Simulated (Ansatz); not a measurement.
CrB-type YGe

Level of theory: DFT, PBEsol, scalar-relativistic, no spin polarisation; plane waves to 420 eV with PAW datasets (Ansatz 0.2.0), 8×8×8 k-mesh, Gaussian smearing of 0.05 eV; PAW files: Ansatz's generated set soft_2.

```xyz
4
Lattice="2.1186 -5.3084 0.0000 2.1186 5.3084 0.0000 0.0000 0.0000 3.9137" Properties=species:S:1:pos:R:3 pbc="T T T"
Y     2.1186   -3.8340    0.9784
Y     2.1186    3.8340    2.9353
Ge    2.1186   -0.8939    0.9784
Ge    2.1186    0.8939    2.9353
```

The start was a prototype's sites filled with these elements, not a measured cell.

The cell above was scaled in volume, and shape and atoms were relaxed at each volume within its symmetry. Energies are counted from the cell above.

The cell is relaxed to zero pressure at this level.

| V (Å³/atom) | ΔE (meV/atom) | P from the stress (GPa) |
| --- | --- | --- |
| 21.127 | 10.39 | 3.92 |
| 21.567 | 2.52 | 1.86 |
| 22.008 | 0.00 | 0.02 |
| 22.448 | 2.28 | -1.62 |
| 22.888 | 8.78 | -3.08 |

**Question.** Do the energies and the pressures agree? Compare −ΔE/ΔV between neighbouring points (1 meV/Å³ = 0.1602 GPa) with the mean of their pressures.

**Answer.** 
```tsv
interval (Å³/atom)	−ΔE/ΔV (GPa)	mean P (GPa)
21.13 to 21.57	2.9	2.9
21.57 to 22.01	0.9	0.9
22.01 to 22.45	-0.8	-0.8
22.45 to 22.89	-2.4	-2.4
```
They differ by 0.03 GPa at most.

**Question.** What do the two routes give for V0, B0 and B0′?

**Answer.** A third-order Birch–Murnaghan fit of the energies: V0 = 22.01 Å³/atom, B0 = 87 GPa, B0′ = 4.9. A polynomial of P in ln V, with B = −dP/d ln V at P = 0: V0 = 22.01 Å³/atom, B0 = 87 GPa, B0′ = 4.7.

B0·V0 = 86.7 GPa × 22.01 Å³ = 11.91 eV/atom sets the scale: near the minimum ΔE ≈ ½ B0 V0 x², with x = V/V0 − 1, and a pressure of 0.9 GPa squeezes the volume by about 1 %. At the ends of the curve: x = −4.0 % predicts 9.6 meV/atom and the run gives 10.4; x = +4.0 % predicts 9.5 meV/atom and the run gives 8.8. The curve is steeper than the parabola on the compressed side and flatter on the expanded side: the bulk modulus rises with pressure. The run is a metal.
